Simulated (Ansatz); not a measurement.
Starting cell, Pd (fcc, Cu type):

```
CELL_PARAMETERS angstrom
      0.00000     3.90836     3.90836
      1.95418     1.95418     3.90836
      1.95418     1.95418     0.00000
ATOMIC_POSITIONS crystal
  Pd 0.00000 0.00000 0.00000
  Pd 0.50000 0.00000 0.00000
```

A phonon eigenvector at X = (0.5, 0.5, 0.0) is frozen into this cell: atom i moves by Q times the vector below, so Q is the largest atomic displacement, in Å. The cell is held. It is one choice among 2 degenerate patterns. (q is in reciprocal vectors of the primitive cell; the cell shown is doubled to hold the pattern.)

```tsv
atom	x	y	z
Pd1	0.000	1.000	0.000
Pd2	0.000	-1.000	0.000
```

The numbers are results of r2SCAN (plane waves to 500 eV, PAW, scalar-relativistic; Ansatz, a first-principles code), not measurements. k mesh 20×20×20 (Γ-centred), Fermi-Dirac smearing 0.05 eV. With partly filled bands, energies and forces of such displacements shift with the k mesh and the smearing. Pd is run without spin polarisation. Pd was relaxed with its symmetry unable to fall. 

```csv
Q (Å),−dE/dQ from forces (eV/Å)
-0.180,3.239
-0.150,2.668
-0.120,2.131
-0.090,1.597
-0.060,1.063
-0.030,0.531
0.000,0.000
0.030,-0.531
0.060,-1.063
0.090,-1.597
0.120,-2.131
0.150,-2.668
0.180,-3.239
```

### Question
What harmonic wavenumber does the curvature at Q = 0 give?

### Answer
150 cm⁻¹. E″ = 17.69 eV/Å², M = Σ mᵢ|uᵢ|² = 212.8 u, ν̃ = 521.5·√(|E″|/M).

(A displaced cell: forces are minus the slopes of the energy, force constants its curvatures, and phonons follow from these.)
